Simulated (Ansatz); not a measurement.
**Calculated XPS core lines for BN**

Cell: a COD entry, its atoms then relaxed with PBE in this cell, repeated to a supercell; a hole's nearest image is 6.6 Å away.

Space group P6_3/mmc (No. 194); a = 2.4982, c = 6.6357 Å, γ = 120.00°.

| site | Wyckoff | site symmetry | x | y | z |
| --- | --- | --- | --- | --- | --- |
| B1 | 2d | -6m2 | 0.3333 | 0.6667 | 0.7500 |
| N19 | 2c | -6m2 | 0.3333 | 0.6667 | 0.2500 |

One atom of each set is listed; the run and its k-mesh use a cell of 36 atoms with edges of 7.49, 7.49, 6.64 Å.

Method: Kohn–Sham DFT in Ansatz, PBE, plane waves and PAW, scalar-relativistic, 420 eV cutoff, Γ-centred 3×3×3 k-points, fixed occupations.

Each value is a total-energy difference between the cell with one core hole and the ground state (ΔSCF), counted from the top of the valence band. The cell with the hole is spin-polarised, as the shell with the hole is left with one unpaired spin. The periodic images are corrected with the calculated ε∞ = 4.74, 4.74, 2.69.

Problem. Give the B 1s, N 1s lines of each distinct site.

Solution. 

```
line  atom    first shell  E_B (eV)
B 1s     1  3 N at 1.44 Å     188.0
N 1s    19  3 B at 1.44 Å     395.9
```

The program doubts some values: the hole's higher moments are large; the potential far from the hole hasn't levelled off. Absolute PBE values can be off by an eV or more. Multiplets, satellites and widths aren't calculated.

The cell isn't at the calculated equilibrium (pressure 5 GPa in the ground-state run).

The run took 2.5 min of wall time (2.5 min of CPU time) and 0.9 GiB at its peak, on 1 thread of Intel Xeon Platinum 8375C CPU @ 2.90GHz (Ice Lake) (x86_64; 48 cores open to the job, memory cap 3.0 GiB, no GPU), a shared host with a load of 0.7 a core.
